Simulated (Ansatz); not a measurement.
B6As:
```xyz
14
Lattice="3.0661 1.7702 3.9656 -3.0661 1.7702 3.9656 0.0000 -3.5404 3.9656" Properties=species:S:1:pos:R:3 pbc="T T T"
B      0.0000    -1.0970     1.4082
B      0.0000     1.0970    10.4886
B      0.9501     0.5485     1.4082
B     -0.9501    -0.5485    10.4886
B     -0.9501     0.5485     1.4082
B      0.9501    -0.5485    10.4886
B      1.6833    -0.9718     7.5990
B     -1.6833     0.9718     4.2978
B      0.0000     1.9437     7.5990
B      0.0000    -1.9437     4.2978
B     -1.6833    -0.9718     7.5990
B      1.6833     0.9718     4.2978
As     0.0000     0.0000     7.1424
As     0.0000     0.0000     4.7544
```

Relaxed with r²SCAN.

Problem. Give the optical modes at the zone centre with their infrared and Raman activity from DFPT, DFT-r²SCAN in the program Ansatz with PAW potentials.

Solution. Transverse frequencies, without the LO–TO term; a row sums one degenerate level.

```
ω (cm⁻¹)  degeneracy  IR ((D/Å)²/amu)  Raman (Å⁴/amu)  activity
--------  ----------  ---------------  --------------  --------
239                1             1.91               0        IR
242                2             0.00              13     Raman
307                1             0.00             240     Raman
381                2             1.55               0        IR
422                1             0.00               0    silent
475                2             0.46               0        IR
515                2             0.00              17     Raman
557                1             0.00               0    silent
586                1             0.84               0        IR
591                2             0.42               0        IR
634                1             0.00              48     Raman
687                2             0.00              60     Raman
737                2             0.00             4.5     Raman
750                1             0.00             140     Raman
756                2             1.40               0        IR
799                2             0.15               0        IR
802                1             0.00               0    silent
803                2             0.00              68     Raman
843                1             0.91               0        IR
892                1             0.00               0    silent
909                1             2.70               0        IR
972                1             0.00            1000     Raman
974                2             0.00              88     Raman
981                2             5.74               0        IR
994                1             0.00             320     Raman
1021               2             0.00             320     Raman
```

Problem. How high does the top mode go among those that the LO–TO term moves?

Solution. 984 cm⁻¹ for q along x, 984 cm⁻¹ for q along y, 912 cm⁻¹ for q along z.

Space group R-3m. The first step of the workflow began from a Materials Project structure, measured or hypothetical; the Crystallography Open Database copy checked does not list it. Its standing as an ambient phase is unchecked. The r²SCAN relaxation kept the symmetry of its start; of distortions, only those at the zone centre were tested.

Potentials: the later of the program's two PAW sets.
